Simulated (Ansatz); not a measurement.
# Ni, first-principles data

Ni:
```yaml
crystal:
  lattice:
    - [2.44546, 0.00000, 0.00000]
    - [-1.22273, 2.11783, 0.00000]
    - [0.00000, 0.00000, 4.07738]
  atoms:
    - { symbol: Ni, position: [0.33333, 0.66667, 0.25000] }
    - { symbol: Ni, position: [0.66667, 0.33333, 0.75000] }
```
The run is spin-polarised; directions of the spins, atom by atom: ↑ ↑.

Space group P6_3/mmc (No. 194), hcp (Mg type); conventional cell a = 2.4455 Å, b = 2.4455 Å, c = 4.0774 Å, α = 90.00°, β = 90.00°, γ = 120.00°.

Method: r²SCAN in the plane-wave PAW code Ansatz. Geometry: relaxed at this level of theory. Other levels are named where they apply.

Cell and energy:

```yaml
volume_per_atom: 10.56 Å³
density: 9.23 g/cm³
```

Electronic structure:

```yaml
electronic_character: metallic (no gap)
Density of states at the Fermi level: 1.4 states/eV per atom (mean over ±0.08 eV)
```

Magnetism:

```yaml
magnetic_order: ferromagnetic
net_moment: 0.71 μB per atom
```

Mechanics:

```yaml
Bulk modulus (Birch–Murnaghan fit): 216 GPa
Pressure derivative B′: 4.9
Elastic constants (relaxed ions, GPa): C11 = 378, C12 = 160, C13 = 130, C33 = 359, C44 = 58.0
mechanical_stability: stable (all eigenvalues of C positive)
hill_bulk_and_shear_moduli: 217 and 86.6 GPa
Young's modulus: 229 GPa
Poisson's ratio: 0.32
debye_temperature_from_the_elastic_constants: 466 K
```

The first step of the workflow began from a Materials Project structure, measured or hypothetical; the Crystallography Open Database files this formula in space group No. 194, but the cells were not matched. It is not the phase usual at ambient conditions (space group No. 225). The cell was relaxed with r²SCAN under the symmetry of its start; its stability against distortions is not shown here. Spin order of the final state: ferromagnetic, chosen from 5 collinear starts compared on coarse meshes (ties went to the first, and starts can fall back to one state), not a proven ground state. Other orbital occupations within this spin state were not tried. For itinerant 3d metals, meta-GGAs of the SCAN family and hybrids are commonly reported to give too large moments. As this level gives no gap, shear constants depend on the k-mesh and smearing (Fermi–Dirac, 0.1 eV here). Axis ratios of metals converge slowly with the k-mesh, so a and c are less sure than the volume. On the denser mesh and wider smearing of the elastic run this cell carries a stress of 1.7 GPa.

Potentials: the earlier of the program's two PAW sets. The files were generated under PBE; for other functionals the program regenerates the frozen cores, and for LDA and PBEsol the local potential too.
